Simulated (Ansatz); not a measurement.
An ordered 6-atom cell of GaB2As3 on the zincblende lattice (Imm2), relaxed with r2SCAN. The symmetry is Imm2 (No. 44, orthorhombic); a = 3.560 Å, b = 10.743 Å, c = 5.127 Å in the conventional setting, 16.34 Å³ an atom. B has 4 As at 2.09–2.14 Å; As has 3 B at 2.09–2.14 Å and 1 Ga at 2.42 Å; Ga has 4 As at 2.37–2.42 Å; As has 2 B at 2.09 Å and 2 Ga at 2.37 Å.

```yaml
crystal:
  lattice:
    - [-1.77994, 5.37164, 2.56367]
    - [1.77994, -5.37164, 2.56367]
    - [1.77994, 5.37164, -2.56367]
  atoms:
    - { symbol: B, position: [0.67312, 0.00210, 0.67102] }
    - { symbol: As, position: [0.45771, 0.27372, 0.18399] }
    - { symbol: B, position: [0.33107, 0.00210, 0.32898] }
    - { symbol: As, position: [0.08973, 0.27372, 0.81601] }
    - { symbol: Ga, position: [0.00148, 0.00148, 0.00000] }
    - { symbol: As, position: [0.69689, 0.19689, 0.50000] }
```

3 runs of Ansatz on this cell differ in the functional (and in the settings that go with it). Levels are in eV from each run's valence top; v1 is the last filled band, c1 the first empty one.

Run A, mean stress 0.0 GPa (compression positive):

| point | v2 | v1 | c1 | c2 |
| --- | --- | --- | --- | --- |
| Γ | -0.57 | 0.00 | 1.45 | 2.11 |
| X | -1.81 | -0.29 | 0.89 | 1.13 |
| F₀ | -3.51 | -2.50 | 0.87 | 1.64 |

Run B, mean stress -0.4 GPa (compression positive):

| point | v2 | v1 | c1 | c2 |
| --- | --- | --- | --- | --- |
| Γ | -0.60 | 0.00 | 1.90 | 2.61 |
| X | -1.89 | -0.28 | 1.25 | 1.52 |
| F₀ | -3.63 | -2.58 | 1.26 | 2.02 |

Run C, mean stress -0.5 GPa (compression positive):

| point | v2 | v1 | c1 | c2 |
| --- | --- | --- | --- | --- |
| Γ | -0.59 | 0.00 | 2.57 | 3.27 |
| X | -1.91 | -0.30 | 1.91 | 2.19 |
| F₀ | -3.68 | -2.61 | 1.91 | 2.68 |

Problem. Match the runs to r2SCAN, HSE06, PBE0.

Solution. A is r2SCAN, B is HSE06, C is PBE0. In order of the gap: r2SCAN 0.78, HSE06 1.15, PBE0 1.80 eV. The stress vanishes for r2SCAN, which relaxed the cell.

Values at 0 K without nuclear motion; spin polarisation is off, and the phase may be a hypothetical one.

Spin-orbit coupling is left out.

The stress of a hybrid is loosely converged in these runs.
